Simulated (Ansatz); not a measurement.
# Re2C, first-principles data

Re2C:
```
Re2C
1.0
    2.84659     0.00000     0.00000
   -1.42330     2.46522     0.00000
    0.00000     0.00000     9.84313
Re C
4 2
Direct
  0.33333   0.66667   0.60826
  0.66667   0.33333   0.39174
  0.66667   0.33333   0.10826
  0.33333   0.66667   0.89174
  0.33333   0.66667   0.25000
  0.66667   0.33333   0.75000
```

Space group P6_3/mmc (No. 194); conventional cell a = 2.8466 Å, b = 2.8466 Å, c = 9.8431 Å, α = 90.00°, β = 90.00°, γ = 120.00°.

Method: plane-wave PAW r²SCAN (Ansatz code). Geometry: relaxed at this level of theory. Other levels are named where they apply.

Cell and energy:

- Volume per atom: 11.51 Å³
- Density: 18.48 g/cm³
- Formation energy from the elements (no fitted shifts): -0.086 eV/atom

Electronic structure:

Electronic character: metallic (no gap)
Density of states at the Fermi level: 0.25 states/eV per atom (mean over ±0.08 eV)
Gap with spin–orbit coupling: none (metallic)

Mechanics:

Bulk modulus (Birch–Murnaghan fit): 421 GPa
Pressure derivative B′: 4.5
Elastic constants (relaxed ions, GPa): C11 = 765, C12 = 232, C13 = 212, C33 = 991, C44 = 266
Mechanical stability: stable (all eigenvalues of C positive)
Hill bulk and shear moduli: 423 and 282 GPa
Young's modulus: 693 GPa
Poisson's ratio: 0.23
Debye temperature from the elastic constants: 571 K

The workflow started from a Materials Project entry (that database holds measured and hypothetical structures alike); the Crystallography Open Database copy checked does not list it. Whether it is the stable phase at ambient conditions was not checked. The cell was relaxed with r²SCAN under the symmetry of its start; whether a distortion lowers the energy is not shown. No spin polarisation was allowed. As this level gives no gap, shear constants depend on the k-mesh and smearing (Fermi–Dirac, 0.1 eV here). The references are the lowest solids computed at this level, not always the standard phases. Scalar-relativistic: spin–orbit coupling is off unless named, which matters more the heavier the elements.

Potentials: the later of the program's two PAW sets.
